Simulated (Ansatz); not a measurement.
PtS2:
Space group P-3m1 (No. 164); a = 3.5767 Å, b = 3.5767 Å, c = 6.4658 Å, α = 90.00°, β = 90.00°, γ = 120.00°

```
atom  site  symmetry       x       y       z
----  ----  --------  ------  ------  ------
Pt      1a      -3m.  0.0000  0.0000  0.0000
S       2d       3m.  0.3333  0.6667  0.1898
```

Relaxed with PBE.

### Question
Which orbitals make up the states near the band edges in PBE (plane waves, PAW; program Ansatz)?

### Answer
Top 1 eV of the valence band: S 3p 73 %, Pt 5d 25 %. Bottom 1 eV of the conduction band: S 3p 60 %, Pt 5d 32 %. Projections are on Löwdin-orthogonalised atomic valence shells; empty p or d shells of many metals are not among them.

### Question
Tabulate the density of states.

### Answer
States/eV per cell of 3 atoms, in 0.25 eV bins, energy from the valence-band maximum.

| E (eV) | total | S 3p | Pt 5d | Pt 6s |
|---|---|---|---|---|
| -7.85 | 0.00 | 0.00 | 0.00 | 0.00 |
| -7.60 | 0.00 | 0.00 | 0.00 | 0.00 |
| -7.35 | 0.00 | 0.00 | 0.00 | 0.00 |
| -7.10 | 0.00 | 0.00 | 0.00 | 0.00 |
| -6.85 | 0.00 | 0.00 | 0.00 | 0.00 |
| -6.60 | 0.00 | 0.00 | 0.00 | 0.00 |
| -6.35 | 0.70 | 0.37 | 0.20 | 0.11 |
| -6.10 | 1.16 | 0.60 | 0.33 | 0.17 |
| -5.85 | 1.65 | 0.86 | 0.49 | 0.23 |
| -5.60 | 4.53 | 1.92 | 2.28 | 0.17 |
| -5.35 | 3.36 | 1.29 | 1.98 | 0.02 |
| -5.10 | 5.53 | 2.28 | 3.10 | 0.02 |
| -4.85 | 2.13 | 1.03 | 0.80 | 0.09 |
| -4.60 | 3.17 | 1.62 | 1.06 | 0.22 |
| -4.35 | 1.30 | 0.63 | 0.52 | 0.09 |
| -4.10 | 1.91 | 0.76 | 1.03 | 0.05 |
| -3.85 | 4.56 | 2.16 | 2.13 | 0.04 |
| -3.60 | 4.44 | 1.73 | 2.38 | 0.04 |
| -3.35 | 2.83 | 0.82 | 1.89 | 0.03 |
| -3.10 | 1.90 | 0.44 | 1.39 | 0.01 |
| -2.85 | 0.52 | 0.24 | 0.24 | 0.01 |
| -2.60 | 0.56 | 0.09 | 0.45 | 0.01 |
| -2.35 | 3.26 | 0.90 | 2.23 | 0.05 |
| -2.10 | 6.14 | 1.63 | 3.94 | 0.30 |
| -1.85 | 1.50 | 0.71 | 0.63 | 0.05 |
| -1.60 | 1.83 | 1.10 | 0.60 | 0.03 |
| -1.35 | 3.42 | 2.14 | 1.12 | 0.02 |
| -1.10 | 2.77 | 1.71 | 0.95 | 0.02 |
| -0.85 | 2.70 | 1.78 | 0.84 | 0.01 |
| -0.60 | 3.87 | 2.74 | 1.03 | 0.01 |
| -0.35 | 4.03 | 3.09 | 0.85 | 0.00 |
| -0.10 | 2.23 | 1.72 | 0.47 | 0.00 |
| 0.15 | 0.00 | 0.00 | 0.00 | 0.00 |
| 0.40 | 0.00 | 0.00 | 0.00 | 0.00 |
| 0.65 | 0.00 | 0.00 | 0.00 | 0.00 |
| 0.90 | 0.00 | 0.00 | 0.00 | 0.00 |
| 1.15 | 0.00 | 0.00 | 0.00 | 0.00 |
| 1.40 | 0.00 | 0.00 | 0.00 | 0.00 |
| 1.65 | 0.96 | 0.54 | 0.33 | 0.00 |
| 1.90 | 3.64 | 2.15 | 1.19 | 0.00 |
| 2.15 | 2.62 | 1.59 | 0.84 | 0.00 |
| 2.40 | 4.50 | 2.77 | 1.43 | 0.01 |
| 2.65 | 3.54 | 2.33 | 1.07 | 0.00 |
| 2.90 | 0.73 | 0.50 | 0.21 | 0.00 |
| 3.15 | 0.02 | 0.01 | 0.00 | 0.00 |
| 3.40 | 0.00 | 0.00 | 0.00 | 0.00 |
| 3.65 | 0.00 | 0.00 | 0.00 | 0.00 |
| 3.90 | 0.00 | 0.00 | 0.00 | 0.00 |
| 4.15 | 0.00 | 0.00 | 0.00 | 0.00 |
| 4.40 | 0.00 | 0.00 | 0.00 | 0.00 |
| 4.65 | 0.00 | 0.00 | 0.00 | 0.00 |
| 4.90 | 0.00 | 0.00 | 0.00 | 0.00 |
| 5.15 | 0.00 | 0.00 | 0.00 | 0.00 |
| 5.40 | 0.68 | 0.15 | 0.01 | 0.22 |
| 5.65 | 1.11 | 0.24 | 0.02 | 0.34 |
| 5.90 | 1.18 | 0.23 | 0.02 | 0.34 |
| 6.15 | 1.38 | 0.26 | 0.01 | 0.38 |

Symmetry was held in the PBE relaxation. The run is not spin-polarised. The volume lies over 15 % above that of the usual cell of this phase: another minimum, or an error of the functional. A crystal of weakly bound layers computed without a dispersion correction: the cell and the soft elastic constants depend strongly on that. Scalar-relativistic: spin–orbit coupling is off unless named, which matters more the heavier the elements.

Potentials: the later of the program's two PAW sets.
